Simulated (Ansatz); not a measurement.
Non-collinear states of Cr (P63/mmc)

The geometry is a structure as deposited in COD, held fixed and not relaxed.

Settings: LDA, 12×12×7 k mesh, Fermi–Dirac smearing of 0.03 eV. PAW means Ansatz 0.2.0 on its default frozen-core files; LAPW is all-electron LAPW in Ansatz 0.2.0. Site moments are integrated in spheres about the atoms, whose radii differ between the methods.

The reference run was typed so:

```yaml
crystal:
  lattice:
    - [2.714, 0.0, 0.0]
    - [-1.357, 2.3503929459, 0.0]
    - [0.0, 0.0, 4.41]
  atoms:
    - { symbol: Cr, position: [0.3333333333, 0.6666666667, 0.25], spin: 0.5, spin_axis: [0.0, 0.0, 1.0] }
    - { symbol: Cr, position: [0.6666666667, 0.3333333333, 0.75], spin: 0.5, spin_axis: [0.0, 0.0, 1.0] }
magnetization:
  noncollinear: true
kpoints:
  mp_grid: { grid: [12, 12, 7] }
scf:
  occupations: { method: fermi_dirac, width: 0.03 }
  lower_state_search: "off"
hamiltonian:
  xc: lda
  pseudopotentials: { kind: paw }
output:
  eigenvalues: false
```

Command: `ansatz run input.yaml --threads 2 --pin off --max-ram 4096MiB --backend cpu --events-out ev --progress --plain --runs-dir out`

The input for «start Cr1↑ Cr2↓ on spinors» by LAPW differs from it in these lines, output keys apart:

```diff
-    - { symbol: Cr, position: [0.6666666667, 0.3333333333, 0.75], spin: 0.5, spin_axis: [0.0, 0.0, 1.0] }
+    - { symbol: Cr, position: [0.6666666667, 0.3333333333, 0.75], spin: 0.5, spin_axis: [0.0, 0.0, -1.0] }
-  pseudopotentials: { kind: paw }
+  pseudopotentials: { kind: all_electron, lapw: { basis_error: 0.0005 } }
```

The runs use spinors without spin–orbit coupling. In the held states a penalty keeps the direction of every atom that starts with a moment, the untilted ones along z, with sizes free, and the energy is taken at the target. Energies count from the run that starts parallel.

```
                            state  ΔF PAW (meV/atom)  ΔF LAPW (meV/atom)  largest moment, PAW (μB)  size of M, PAW (μB/cell)  directions kept
      parallel moments on spinors                0.0                 0.0                      0.51                         ?              yes
Cr2 tilted by 45° from z and held               +1.1                +1.1                      0.52                      1.05              yes
Cr2 tilted by 90° from z and held               +4.4                   –                      0.36                         ?              yes
       start Cr1↑ Cr2↓ on spinors               +4.5                +4.5                      0.00                      0.00               no
```

Give the missing entry: row "Cr2 tilted by 90° from z and held", column "size of M, PAW (μB/cell)".

0.58.

Fill in "size of M, PAW (μB/cell)" for the row "parallel moments on spinors".

1.12.

For the state «Cr2 tilted by 90° from z and held», by PAW: Site moments (μB): Cr1 (0.01, 0.00, 0.36); Cr2 (0.36, 0.00, 0.01). Cell moment 0.58 μB.

The PAW files were made with PBE; the program remakes their cores once for the run's functional and then keeps them frozen. This cell lies far from its zero-pressure volume, so the numbers describe the cell as given rather than the relaxed compound. The Ansatz runs typed with the search for lower states off end where their start leads. The magnetic state is the one that this cell and start allow. It needn't be the compound's measured order, which may need a larger cell or be absent. Left out because it lost a held moment or its direction: PAW, Cr2 tilted by 135° from z and held.
